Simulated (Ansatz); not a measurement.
LuHg (CsCl type, Pm-3m), the program Ansatz at the r²SCAN level (PAW), all energies at zero smearing, with the estimated change up to a 700 eV cutoff added, with one set of potentials and settings (totals compare only within such a set). Cell of 2 atoms (1 Lu, 1 Hg): -28572.576 eV.

| element | reference phase | E (eV/atom) |
|---|---|---|
| Lu | P6_3/mmc, 2 atoms in the cell | -14743.6978 |
| Hg | P-1, 3 atoms in the cell | -13827.8306 |

Formation energy per atom, worked out: (-28572.576 − 1×(-14743.6978) − 1×(-13827.8306))/2 = -0.524 eV/atom (-51 kJ per mol of atoms), at 0 K, without zero-point energy or fitted corrections.

The first step of the workflow began from a Materials Project structure, measured or hypothetical; the Crystallography Open Database files this formula in space group No. 221, but the cells were not matched. Whether it is the stable phase at ambient conditions was not checked. The r²SCAN relaxation kept the symmetry of its start; whether a distortion lowers the energy is not shown. The references are the lowest solids computed at this level, not always the standard phases. Spin–orbit coupling is left out wherever it is not named.

Potentials: the later of the program's two PAW sets.
